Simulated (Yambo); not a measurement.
LiLa$_{2}$O$_{3}$H (space group Immm, No. 71); a = b = c = 6.9724 Å, α = 150.23°, β = 148.39°, γ = 43.97°. With the G0W0 scissor the direct gap on the mesh is 4.08 eV. Axes are Cartesian, with cell vectors (Å) (-1.79, 1.90, 6.47), (1.79, -1.90, 6.47), (1.79, 1.90, -6.47).

Question: Can the lowest exciton of this BSE run be trusted, and with what binding energy? (Yambo, PBEsol bands; 6×6×6 mesh, 6 valence and 10 conduction bands, static screening with 54 bands and a 3 Ry block, scissor 1.47 eV, Tamm-Dancoff.)

Answer: No. The lowest state covers only about 3 of the 216 k points, so the mesh doesn't resolve it: its energy and its distance from the direct gap are mesh artefacts. An extended exciton needs a far denser mesh. The scissor comes from a G0W0 run whose convergence isn't established. The 4f states are in the valence at their DFT position.

Geometry of the Materials Project entry, not relaxed at this level.

The structure is a Materials Project entry; no match was found in the copy of COD used, and its stability was not checked.
